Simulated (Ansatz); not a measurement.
LaRh:
```
CELL_PARAMETERS angstrom
      1.98472    -5.75800     0.00000
      1.98472     5.75800     0.00000
      0.00000     0.00000     4.13212
ATOMIC_POSITIONS crystal
  La 0.86169 0.13831 0.75000
  La 0.13831 0.86169 0.25000
  Rh 0.58820 0.41180 0.75000
  Rh 0.41180 0.58820 0.25000
```

Relaxed with r²SCAN.

Give the Bader charges and basin volumes of the independent atoms, plane-wave PAW r²SCAN (Ansatz code).



| atom | Bader charge (e) | Bader volume (Å³) |
|---|---|---|
| La1 | +1.28 | 22.2 |
| Rh3 | -1.28 | 25.0 |

Space group Cmcm. The workflow started from a Materials Project entry (that database holds measured and hypothetical structures alike); the Crystallography Open Database copy checked does not list it. Whether it is the stable phase at ambient conditions was not checked. Symmetry was held in the r²SCAN relaxation; whether a distortion lowers the energy is not shown. The run is not spin-polarised. Spin–orbit coupling is left out wherever it is not named.

Potentials: the later of the program's two PAW sets.
